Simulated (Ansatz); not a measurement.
PtC:
```cif
data_CPt
_chemical_formula_sum 'Pt1 C1'
_space_group_name_H-M_alt 'P-6m2'
_space_group_IT_number 187
_space_group_name_Hall 'P -6 2'
_cell_length_a 3.01945
_cell_length_b 3.01945
_cell_length_c 2.87317
_cell_angle_alpha 90.000
_cell_angle_beta 90.000
_cell_angle_gamma 120.000
loop_
_atom_site_label
_atom_site_type_symbol
_atom_site_symmetry_multiplicity
_atom_site_Wyckoff_symbol
_atom_site_fract_x
_atom_site_fract_y
_atom_site_fract_z
_atom_site_occupancy
Pt1 Pt 1 a 0.00000 0.00000 0.00000 1
C1 C 1 d 0.33333 0.66667 0.50000 1
```

Relaxed at zero pressure with DFT-PBE in the program Ansatz with PAW potentials.

Task: The volume is raised by 6 % and shape and atoms relax at that volume. What pressure results, and how do the axes share the change?

Result: -12.1 GPa; a 2.4 %, b 2.4 %, c 1.1 %; the energy rises by 27 meV/atom.

Task: Give the new structure.

Result: 
Space group P-6m2 (No. 187); a = 3.092 Å, b = 3.092 Å, c = 2.905 Å, α = 90.00°, β = 90.00°, γ = 120.00°

```
atom  site  symmetry       x       y       z
----  ----  --------  ------  ------  ------
Pt      1a      -6m2  0.0000  0.0000  0.0000
C       1d      -6m2  0.3333  0.6667  0.5000
```

The phase is kept; no other phase was compared at this pressure.

The start of the workflow was typed in or built on a structure type; neither database checked (COD, Materials Project) lists it. Its standing as an ambient phase is unchecked. The cell was relaxed with PBE under the symmetry of its start; its stability against distortions is not shown here. The run is not spin-polarised. Its formation energy is positive at this level, so the cell may be metastable or incomplete. Spin–orbit coupling is left out wherever it is not named.

Potentials: the earlier of the program's two PAW sets.
